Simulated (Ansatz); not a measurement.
A geometry of PbO₂ away from equilibrium: the start of the relaxation of a relaxed PbO2 cell displaced along its unstable phonon at q = Γ (64i cm⁻¹), largest move 0.15 Å. Level of theory: PBEsol (plane waves to 420 eV, PAW, scalar-relativistic; Ansatz, an electronic-structure program). Γ-centred k-mesh 12×12×4 on the run's cell (coarser than for final values), Fermi–Dirac smearing 0.05 eV.

```xyz
6
Lattice="3.2480 0.0000 0.0000 -1.6240 2.8128 0.0000 0.0000 0.0000 9.5861" Properties=species:S:1:pos:R:3 pbc="T T T"
Pb     0.0000     1.8752     7.1896
Pb     1.6240     0.9376     2.3965
O      0.0000     2.0252     1.1305
O      1.6240     0.7876     5.9235
O      1.6240     1.0876     8.4556
O      0.0000     1.7252     3.6626
```

Give the Cartesian forces on all atoms (eV/Å).


| atom | Fx | Fy | Fz |
|---|---|---|---|
| Pb1 | 0.00 | -0.25 | 0.05 |
| Pb2 | 0.00 | 0.25 | 0.05 |
| O3 | 0.00 | -0.18 | -0.01 |
| O4 | 0.00 | 0.18 | -0.01 |
| O5 | 0.00 | 0.08 | -0.05 |
| O6 | 0.00 | -0.08 | -0.05 |

What is the pressure?

+1.0 GPa, compression positive.

How much energy per atom can still be gained by relaxing?

0.37 eV/atom; the path ends in P6₃mc (No. 186).

No spin polarisation in the result. Without a van der Waals term the distances between weakly bound units are poorly fixed.

The run could not lose the symmetry of its start: the end is stationary, and may be a saddle point rather than a minimum.

The end of the path is a generated cell of PbO2: the first start was made by placing the elements on the sites of a structure type, and the end was not matched to a known phase here, so it may be hypothetical. Known forms of PbO2 include space group No. 136.
